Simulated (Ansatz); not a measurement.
Input for Ansatz (plane-wave DFT, PAW):

```yaml
crystal:
  lattice:
    - [4.25, -1.584, 0.0]
    - [4.25, 1.584, 0.0]
    - [-3.66134, 0.0, 6.50659]
  atoms:
    - { symbol: P, position: [0.138, 0.138, 0.0241] }
    - { symbol: P, position: [0.862, 0.862, 0.9759] }
    - { symbol: P, position: [0.5988, 0.5988, 0.3968] }
    - { symbol: P, position: [0.4012, 0.4012, 0.6032] }
    - { symbol: W, position: [0.8418, 0.8418, 0.2935] }
    - { symbol: W, position: [0.1582, 0.1582, 0.7065] }
basis:
  ecutwfc: 500
kpoints:
  mp_grid: { grid: [12, 12, 6] }
hamiltonian:
  xc: r2scan
scf:
  occupations: { method: gaussian, width: 0.1 }
output:
  forces: true
  stress: true
  eigenvalues: true
  populations: true
```

Launched with
```bash
ansatz run input.yaml --threads 1 --pin off --max-ram 2560MiB --backend cpu --events-out ev --progress --plain --runs-dir out
```

These are results of DFT r2SCAN, scalar-relativistic, plane waves, PAW (Ansatz 0.2.0), not measurements.

Abridged output:

```
Pseudopotentials: kind: paw
Pseudopotential: P, paw, valence charge 5, recommended cutoff 500 eV (meta_gga)
Pseudopotential: W, paw, valence charge 14, recommended cutoff 500 eV (meta_gga)
Functional definition: r2SCAN
Crystal: 6 atoms, lattice volume = 87.605 Å³
Basis set: ecut = 500 eV, 2235 PW (Γ), exchange–correlation on 144×144×240 points (64 copies of the dense FFT grid, shifted against one another)
Bands: 30, of which v1, the nominal top of the filled ones, is band 24 counted from 1 (23 counted from 0)
Symmetry: 4 space group operations
Space group: C2/m (ITA 12), of the structure as read, at distance tolerance 4.4e-5 Å
k-points: 242 of 864
Initial density: superposition of atomic densities (neutral atoms: chi_scale 0, normalization atom), corrected by the library's trained network
Initial wavefunctions: pseudopotential atomic-orbital guess
Functional: x = r2scan, c = r2scan; τ floored in thin density (d = 2e-4 eV/Å³)
SCF iter   1: F=—  HF=-23833.446035 eV  |F-HF|=—  |Δ(HF+E_count)|=         —  Δρ=1.30e-2  dr2=2.18e-1  dr2_τ=1.79e-1  ethr=1.77e-3  ⟨swp⟩=6.1  Hψ=35559  notcnv=0
SCF iter   2: F=—  HF=-23833.548654 eV  |F-HF|=—  |Δ(HF+E_count)|=   1.03e-1  Δρ=5.17e-3  dr2=1.28e-2  dr2_τ=5.77e-3  ethr=4.54e-4  ⟨swp⟩=2.4  Hψ=13294  notcnv=0  defer=326
SCF iter   3: F=—  HF=-23833.554928 eV  |F-HF|=—  |Δ(HF+E_count)|=   6.27e-3  Δρ=2.62e-3  dr2=3.14e-3  dr2_τ=3.02e-4  ethr=2.67e-5  ⟨swp⟩=2.4  Hψ=11418  notcnv=0  defer=326
SCF iter   4: F=—  HF=-23833.556844 eV  |F-HF|=—  |Δ(HF+E_count)|=   1.92e-3  Δρ=3.47e-4  dr2=1.31e-4  dr2_τ=9.48e-6  ethr=6.54e-6  ⟨swp⟩=2.8  Hψ=12402  notcnv=0  defer=326
SCF iter   5: F=—  HF=-23833.556861 eV  |F-HF|=—  |Δ(HF+E_count)|=   1.63e-5  Δρ=6.77e-5  dr2=5.27e-6  dr2_τ=1.16e-6  ethr=2.73e-7  ⟨swp⟩=2.0  Hψ=10235  notcnv=0  defer=326
SCF iter   6: F=—  HF=-23833.556960 eV  |F-HF|=—  |Δ(HF+E_count)|=   9.90e-5  Δρ=2.05e-5  dr2=4.61e-7  dr2_τ=3.43e-8  ethr=1.10e-8  ⟨swp⟩=2.0  Hψ=10704  notcnv=0  defer=326
SCF iter   7: F=-23833.556960 eV  HF=-23833.556960 eV  |F-HF|=1.50e-9  |Δ(HF+E_count)|=   1.40e-7  Δρ=2.98e-6  dr2=8.14e-9  dr2_τ=4.07e-10  ethr=2.08e-10  ⟨swp⟩=10.7  Hψ=38262  notcnv=0
SCF 1 converged in 7 iterations: F = -23833.556960 eV  dr2 = 8.14e-9
SCF converged after 7 iterations
Free energy (F): -23833.556960 eV
Harris-Foulkes:  -23833.556960 eV  (|F-HF|=1.50e-9)
Internal energy: -23833.550128 eV  (E = F + TS)
E sigma→0 (E₀):  -23833.553544 eV
Entropy (-TS):   -0.006832 eV (-1.139 meV/atom)
Fermi energy:    15.740981 eV
--- Per-component energies (eV) ---
  E_band       = -226.710927
  E_kinetic    = 1198.795066
  E_local      = -2138.699432  (includes V_loc(G=0)·N_el)
  E_nonlocal   = 133.494765
  E_hartree    = 815.046289
  E_xc         = -738.423629
  E_vxc        = -790.685709  (∫ρ·V_xc dr)
  E_paw        = -19490.135967  (= ΣΔE_a)
  E_vpaw       = -299.056805  (= ΣTr[D̂ρ^β])
  E_aug_tail   = -0.000091  (compensation charges beyond the density's cutoff)
  E_vtau       = 39.350887  (kinetic-family band-sum trace: ∫τ·v_τ [+ j·A + Jᵃ·Aᵃ] dr)
  E_ewald      = -3612.087862
  E_core_change = -1.539266  (= ΣΔE_core)
  E_smearing   = -0.006832  (= −TS)
--- Forces (eV/Å), atoms counted from 1 ---
  atom   1  P     -0.00269233     0.00000000     0.08085443
  atom   2  P      0.00269233     0.00000000    -0.08085443
  atom   3  P     -0.10108612     0.00000000     0.23871835
  atom   4  P      0.10108612     0.00000000    -0.23871835
  atom   5  W      0.03427435     0.00000000    -0.04394723
  atom   6  W     -0.03427435     0.00000000     0.04394723
--- Stress (GPa, compression-positive) ---
       -0.310237       0.000000      -0.040901
        0.000000       2.319679       0.000000
       -0.040900       0.000000       1.080398
  P = ⅓ Tr σ = 1.0299 GPa (10.299 kbar)
--- Band table (eV; the first three rows and the last of 242) ---
  k-point 0: bands = ["-60.3739", "-60.3594", "-24.2557", "-24.0178", "-24.0127", "-23.9915", "-23.9858", "-23.9662", "-0.5256", "1.9183", "4.2746", "6.7501", "7.5274", "8.7695", "8.9311", "11.7040", "11.9925", "12.0260", "12.2327", "12.5104", "13.2220", "13.4455", "13.8203", "15.3844", "16.3333", "16.7400", "17.6346", "18.7732", "19.6419", "19.9756"]
  k-point 1: bands = ["-60.3739", "-60.3594", "-24.2525", "-24.0197", "-24.0131", "-23.9911", "-23.9854", "-23.9681", "-0.4248", "1.6327", "4.4865", "6.7341", "7.5919", "8.8469", "9.0633", "11.3330", "11.7152", "12.0951", "12.2275", "12.6634", "13.2250", "13.5425", "13.6298", "15.5371", "16.4494", "16.5804", "17.7592", "18.9679", "19.4493", "19.9849"]
  k-point 2: bands = ["-60.3738", "-60.3595", "-24.2458", "-24.0243", "-24.0138", "-23.9898", "-23.9846", "-23.9719", "-0.1411", "1.0623", "4.8054", "6.7012", "7.8665", "8.9373", "9.3387", "10.6133", "11.6241", "11.9889", "12.2538", "12.5892", "12.9563", "13.6142", "13.9232", "15.1683", "16.6977", "17.1443", "17.9599", "18.6466", "18.9242", "19.7998"]
  k-point 241: bands = ["-60.3738", "-60.3594", "-24.2553", "-24.0335", "-24.0139", "-23.9929", "-23.9857", "-23.9683", "1.4709", "1.8042", "3.0101", "3.7730", "7.6044", "8.2182", "11.9479", "11.9989", "12.2594", "12.2688", "12.2791", "13.1944", "13.6315", "13.7272", "14.6042", "15.2294", "16.4541", "16.8153", "17.0609", "18.2588", "18.3356", "18.5871"]
--- Löwdin populations: 6 sites ---
  site symbol q [e]
     0      P      4.8917
     1      P      4.8917
     2      P      5.0028
     3      P      5.0028
     4      W     13.8204
     5      W     13.8204
  spilling = 0.011877 (of n_electrons = 48.000000)
```

The run converged.

It took 87 s on 1 thread of Arm Neoverse V1, with other jobs on the host, peak memory 1.1 GiB.

Spin–orbit coupling is left out, which can shift energies with elements as heavy as these.